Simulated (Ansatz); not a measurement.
# ScB2 under pressure

All numbers below come from DFT LDA, scalar-relativistic, plane waves, PAW (Ansatz 0.2.0). Settings: 420 eV plane-wave cutoff, Γ-centred 18×18×12 mesh, Fermi-Dirac smearing of 0.15 eV. No spin polarisation. Phonons by linear response, acoustic sum rule imposed.

Relaxed structure:
```
Sc B
1.0
     3.09882    0.00000    0.00000
    -1.54941    2.68365    0.00000
     0.00000    0.00000    3.45825
Sc B
1 2
Direct
  0.00000 0.00000 0.00000
  0.33333 0.66667 0.50000
  0.66667 0.33333 0.50000
```

In a metal, frequencies and elastic constants depend on the k mesh and the smearing, soft modes and shear constants most.

The cell is relaxed again at 3 and 10 GPa. How do volume, gap and optical modes at Γ (cm⁻¹, counted from the lowest optical one; a degenerate one stands once) change?

Answers

```csv
,0 GPa,3 GPa,10 GPa
V/V0,1.000,0.986,0.957
gap (eV),0.00,0.00,0.00
mode 1,432,441,459
mode 3,443,455,481
mode 4,628,635,651
mode 5,791,807,841
```